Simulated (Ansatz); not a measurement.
AlRu (CsCl type)

```xyz
4
Lattice="6.0074 0.0000 0.0000 3.0037 3.0037 0.0000 0.0000 0.0000 3.0037" Properties=species:S:1:pos:R:3 pbc="T T T"
Al     0.0000     0.0000     0.0000
Al     3.0037     0.0000     0.0000
Ru     7.5093     1.5019     1.5019
Ru     4.5056     1.5019     1.5019
```

The atoms are displaced by Q × the pattern below (from a DFPT mode at M = (0.5, 0.5, 0.0), largest move 1; Q in Å), at fixed cell. (q is in reciprocal vectors of the primitive cell; the cell shown is doubled to hold the pattern.)

```tsv
atom	x	y	z
Ru3	0.000	0.000	1.000
Ru4	0.000	0.000	-1.000
```

Atoms not listed stay in place.

Computed with PBE (plane waves to 420 eV, PAW, scalar-relativistic; Ansatz, an electronic-structure program). k mesh 15×15×15 (Γ-centred), Fermi-Dirac smearing 0.05 eV. With partly filled bands, energies and forces of such displacements shift with the k mesh and the smearing. AlRu is run without spin polarisation. AlRu was relaxed with its symmetry unable to fall.

At one point of the scan the forces (eV/Å) are:

```csv
atom,Fx,Fy,Fz
Al1,0.000,0.000,0.000
Al2,0.000,0.000,0.000
Ru3,0.000,0.000,-1.140
Ru4,0.000,0.000,1.140
```

Task: Which point is it?
A. Q = 0.047 Å
B. Q = 0.187 Å
C. Q = 0.280 Å
D. Q = 0.093 Å

Result: D, Q = 0.093 Å

(For displaced atoms, the force is minus the slope of the energy, and its curvature is a force constant, which sets phonon frequencies.)
